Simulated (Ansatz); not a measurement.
Values for one crystal, relaxed and computed with the program Ansatz at the r²SCAN level (PAW); other levels are named.

| Item | Result |
|---|---|
| Volume per atom | 14.22 Å³ |
| Electronic character | metallic (no gap) |
| Pressure derivative B′ | 5.1 |
| Bulk modulus (Birch–Murnaghan fit) | 378 GPa |
| Density of states at the Fermi level | 0.88 states/eV per atom (mean over ±0.08 eV) |

Q: Pick the material that matches.
A) Cr, bcc (W type)
B) Sn, diamond
C) Al, P6_3/mmc (Al on 4f, Al on 2b, Al on 4f, Al on 2a)
D) Ir, P6_3/mmc (Ir on 2d, Ir on 4f, Ir on 4e, Ir on 4f)

A: D, Ir, P6_3/mmc (Ir on 2d, Ir on 4f, Ir on 4e, Ir on 4f)

The start of the workflow was typed in or built on a structure type; the Crystallography Open Database copy checked does not list it. It is not the phase usual at ambient conditions (space group No. 225). The cell was relaxed with r²SCAN under the symmetry of its start; its stability against distortions is not shown here. No spin polarisation was allowed. Scalar-relativistic: spin–orbit coupling is off unless named, which matters more the heavier the elements.

Potentials: the earlier of the program's two PAW sets.
